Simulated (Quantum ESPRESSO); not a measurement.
Ga3SiO5N, input and log of a self-consistent run

Computed values, not a measurement. The program is pw.x of Quantum ESPRESSO 7.5 (plane-wave density functional theory). The cell is made up: 10 atoms on a corundum lattice, with randomly drawn elements, strain and displacements, not relaxed. PseudoDojo standard norm-conserving files (v0.5 for PBE, v0.4.1 for LDA and PBEsol) set the functional; there is no spin polarisation, spin-orbit coupling or dispersion term, and the masses in the input are unused placeholders.

Input:

```
&control calculation='scf', pseudo_dir='./dojo.nc.sr.pbe.v0_5.standard.upf', outdir='./o', disk_io='low', tprnfor=.true., tstress=.true. /
&system ibrav=0, nat=10, ntyp=4, nbnd=45, ecutwfc=105.61755193, nosym=.true., tot_charge=0,
 occupations='smearing', smearing='fd', degauss=0.0018374661
/
&electrons conv_thr=7.350e-09, electron_maxstep=60, /
ATOMIC_SPECIES
Ga 1.0 Ga.upf
N 1.0 N.upf
O 1.0 O.upf
Si 1.0 Si.upf
CELL_PARAMETERS angstrom
2.5826 1.5263 4.6442
-2.4624 1.4427 4.6041
-0.0123 -2.8461 4.5846
ATOMIC_POSITIONS angstrom
Ga -0.0916 0.0251 4.9344
Ga -0.0049 -0.0258 2.0078
Ga -0.0535 -0.0594 9.0502
Si 0.0712 0.0996 11.874
O -0.8672 1.4363 8.0326
O -0.7782 -1.5757 7.9489
O 1.8661 0.1809 8.1262
O 1.082 -1.3168 5.8222
N 0.7701 1.6108 5.8514
O -1.7402 -0.1902 5.7693
K_POINTS automatic
7 7 7 1 1 1
```

The log is shortened where brackets say so; the opening notice, blank lines, dates and the lines on written files are dropped, and the path of the files is cut. It prints rydbergs, bohrs and kilobars, and counts compression as positive stress. With no partly filled state, the Fermi energy that it prints is only some level between the filled and the empty states on the mesh, and need not lie in the true gap.

```
     Program PWSCF v.7.5
     Parallel version (MPI & OpenMP), running on       4 processor cores
     Number of MPI processes:                 4
     Threads/MPI process:                     1
     [start-up lines left out]
     bravais-lattice index     =            0
     lattice parameter (alat)  =      10.4480  a.u.
     unit-cell volume          =     679.5420 (a.u.)^3
     number of atoms/cell      =           10
     number of atomic types    =            4
     number of electrons       =        78.00
     number of Kohn-Sham states=           45
     kinetic-energy cutoff     =     105.6176  Ry
     charge density cutoff     =     422.4702  Ry
     scf convergence threshold =      7.3E-09
     mixing beta               =       0.7000
     number of iterations used =            8  plain     mixing
     Exchange-correlation= PBE
                           (   1   4   3   4   0   0   0)
     [axes and pseudopotential details left out]
   Cartesian axes
     site n.     atom                  positions (alat units)
         1        Ga     tau(   1) = (  -0.0165677   0.0045398   0.8924847  )
         2        Ga     tau(   2) = (  -0.0008863  -0.0046664   0.3631507  )
         3        Ga     tau(   3) = (  -0.0096765  -0.0107437   1.6369093  )
         4        Si     tau(   4) = (   0.0128779   0.0180146   2.1476498  )
         5        O      tau(   5) = (  -0.1568504   0.2597835   1.4528560  )
         6        O      tau(   6) = (  -0.1407530  -0.2849968   1.4377172  )
         7        O      tau(   7) = (   0.3375214   0.0327194   1.4697854  )
         8        O      tau(   8) = (   0.1957013  -0.2381696   1.0530611  )
         9        N      tau(   9) = (   0.1392880   0.2913453   1.0583425  )
        10        O      tau(  10) = (  -0.3147499  -0.0344015   1.0434930  )
     number of k points=   172  Fermi-Dirac smearing, width (Ry)=  0.0018
     Number of k-points >= 100: set verbosity='high' to print them.
     Dense  grid:    99713 G-vectors     FFT dimensions: (  72,  72,  72)
     Estimated max dynamical RAM per process >     521.38 MB
     Estimated total dynamical RAM >       1.97 GB
     Initial potential from superposition of free atoms
     starting charge      77.9913, renormalised to      78.0000
     Starting wfcs are   55 randomized atomic wfcs
     total cpu time spent up to now is       19.5 secs
     per-process dynamical memory:   474.5 Mb
     Self-consistent Calculation
     iteration #  1     ecut=   105.62 Ry     beta= 0.70
     Davidson diagonalization with overlap
     ethr =  1.00E-02,  avg # of iterations =  2.6
     total cpu time spent up to now is       65.4 secs
     total energy              =    -652.68085576 Ry
     estimated scf accuracy    <       2.25136623 Ry
     iteration #  2     ecut=   105.62 Ry     beta= 0.70
     Davidson diagonalization with overlap
     ethr =  2.89E-03,  avg # of iterations =  2.9
     total cpu time spent up to now is      112.1 secs
     total energy              =    -653.28436376 Ry
     estimated scf accuracy    <       2.31466002 Ry
     iteration #  3     ecut=   105.62 Ry     beta= 0.70
     Davidson diagonalization with overlap
     ethr =  2.89E-03,  avg # of iterations =  2.0
     total cpu time spent up to now is      151.5 secs
     total energy              =    -653.69168913 Ry
     estimated scf accuracy    <       0.08074037 Ry
     iteration #  4     ecut=   105.62 Ry     beta= 0.70
     Davidson diagonalization with overlap
     ethr =  1.04E-04,  avg # of iterations =  3.9
     total cpu time spent up to now is      194.0 secs
     total energy              =    -653.71511898 Ry
     estimated scf accuracy    <       0.00511923 Ry
     iteration #  5     ecut=   105.62 Ry     beta= 0.70
     Davidson diagonalization with overlap
     ethr =  6.56E-06,  avg # of iterations =  6.6
     total cpu time spent up to now is      241.7 secs
     total energy              =    -653.71560972 Ry
     estimated scf accuracy    <       0.00248433 Ry
     [iterations 6 to 7 left out]
     iteration #  8     ecut=   105.62 Ry     beta= 0.70
     Davidson diagonalization with overlap
     ethr =  1.26E-07,  avg # of iterations =  2.0
     total cpu time spent up to now is      360.3 secs
     total energy              =    -653.71581702 Ry
     estimated scf accuracy    <       0.00000513 Ry
     iteration #  9     ecut=   105.62 Ry     beta= 0.70
     Davidson diagonalization with overlap
     ethr =  6.57E-09,  avg # of iterations =  3.4
     total cpu time spent up to now is      409.5 secs
     total energy              =    -653.71581831 Ry
     estimated scf accuracy    <       0.00000490 Ry
     iteration # 10     ecut=   105.62 Ry     beta= 0.70
     Davidson diagonalization with overlap
     ethr =  6.28E-09,  avg # of iterations =  2.0
     total cpu time spent up to now is      448.2 secs
     total energy              =    -653.71581854 Ry
     estimated scf accuracy    <       0.00000058 Ry
     iteration # 11     ecut=   105.62 Ry     beta= 0.70
     Davidson diagonalization with overlap
     ethr =  7.37E-10,  avg # of iterations =  3.0
     total cpu time spent up to now is      491.3 secs
     total energy              =    -653.71581872 Ry
     estimated scf accuracy    <       0.00000003 Ry
     iteration # 12     ecut=   105.62 Ry     beta= 0.70
     Davidson diagonalization with overlap
     ethr =  4.14E-11,  avg # of iterations =  2.0
     total cpu time spent up to now is      535.7 secs
     End of self-consistent calculation
     Number of k-points >= 100: set verbosity='high' to print the bands.
     the Fermi energy is    10.8214 ev
!    total energy              =    -653.71581873 Ry
     estimated scf accuracy    <          5.4E-09 Ry
     smearing contrib. (-TS)   =      -0.00000000 Ry
     internal energy E=F+TS    =    -653.71581873 Ry
     The total energy is F=E-TS. E is the sum of the following terms:
     one-electron contribution =    -202.05518858 Ry
     hartree contribution      =     171.21210414 Ry
     xc contribution           =    -177.22792498 Ry
     ewald contribution        =    -445.64480930 Ry
     convergence has been achieved in  12 iterations
     Forces acting on atoms (cartesian axes, Ry/au):
     atom    1 type  1   force =     0.06757124    0.02059747    0.04337391
     atom    2 type  1   force =    -0.02207635    0.00658150   -0.04307483
     atom    3 type  1   force =     0.05912595    0.01196157   -0.01557436
     atom    4 type  4   force =     0.01590936   -0.06726919   -0.07269588
     atom    5 type  3   force =     0.01387223    0.07364924   -0.00308762
     atom    6 type  3   force =    -0.08123155    0.03372638    0.02190530
     atom    7 type  3   force =     0.03587276   -0.09636961   -0.04350134
     atom    8 type  3   force =    -0.04222469   -0.01948161    0.05073603
     atom    9 type  2   force =    -0.00982441    0.02597947    0.01239019
     atom   10 type  3   force =    -0.03699454    0.01062477    0.04952859
     Total force =     0.243118     Total SCF correction =     0.000151
     Computing stress (Cartesian axis) and pressure
          total   stress  (Ry/bohr**3)                   (kbar)     P=      -72.81
  -0.00033732  -0.00013330  -0.00033725          -49.62      -19.61      -49.61
  -0.00013330  -0.00049270  -0.00023434          -19.61      -72.48      -34.47
  -0.00033725  -0.00023434  -0.00065488          -49.61      -34.47      -96.34
     init_run     :     17.86s CPU     18.51s WALL (       1 calls)
     electrons    :    514.73s CPU    516.26s WALL (       1 calls)
     forces       :      5.16s CPU      5.21s WALL (       1 calls)
     stress       :     19.76s CPU     19.88s WALL (       1 calls)
     [timing details left out]
     PWSCF        :   9m18.65s CPU   9m21.20s WALL
     JOB DONE.
```

In other units: free energy -8894.257 eV for the cell, pressure -7.28 GPa, largest force component 2.478 eV/Å. This run is the check on a run of the same cell at 1143 eV and a 5 x 5 x 5 mesh: rerunning at 1437 eV and a 7 x 7 x 7 mesh moved values by no more than 0.003 eV in energy, 0.03 GPa in stress and 0.002 eV/Å in force.